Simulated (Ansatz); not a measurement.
PbSe:
```
CELL_PARAMETERS angstrom
      4.38371     0.00000     0.00000
      0.00000     4.41630     0.00000
      0.00000     0.00000    32.00000
ATOMIC_POSITIONS crystal
  Pb 0.50000 0.01167 0.54436
  Pb 0.00000 0.51167 0.45564
  Se 0.00000 0.48126 0.54273
  Se 0.50000 0.98126 0.45727
```
The layer is periodic in x and y and isolated along z.

In-plane strain on the r²SCAN+D4-relaxed layer, atoms relaxed; r²SCAN+D4 (plane waves, PAW; program Ansatz). Strained cells keep their symmetry and size, so buckling under compression is not allowed; words on stability below refer to the unstrained layer.

```csv
strain x / y (%),ΔE (meV/atom),tension xx (N/m),tension yy (N/m),thickness (Å)
-2 / -2,6.7,-1.30,-1.13,2.87
-1 / 0,___,___,___,___
0 / -1,0.5,-0.22,-0.30,2.84
0 / 0,0.0,0.00,0.00,2.84
0 / 1,0.7,0.35,0.45,2.83
1 / 0,___,___,___,___
2 / 2,9.3,1.47,1.15,2.80
```

Q: Fill in the missing entries.

A: 
- 1 / 0, ΔE (meV/atom): 0.9
- 1 / 0, tension xx (N/m): 0.58
- 1 / 0, tension yy (N/m): 0.37
- 1 / 0, thickness (Å): 2.82
- -1 / 0, ΔE (meV/atom): 0.8
- -1 / 0, tension xx (N/m): -0.52
- -1 / 0, tension yy (N/m): -0.30
- -1 / 0, thickness (Å): 2.86

Space group Pmn2_1 (puckered). The layer was cut from a bulk entry of the Materials Project (measured or hypothetical); whether that bulk phase is the ambient one, and whether the layer has been isolated, was not checked. The cell was relaxed with r²SCAN+D4 under the symmetry of its start; whether a distortion lowers the energy is not shown. Scalar-relativistic: spin–orbit coupling is off unless named, which matters more the heavier the elements.

Potentials: the later of the program's two PAW sets.
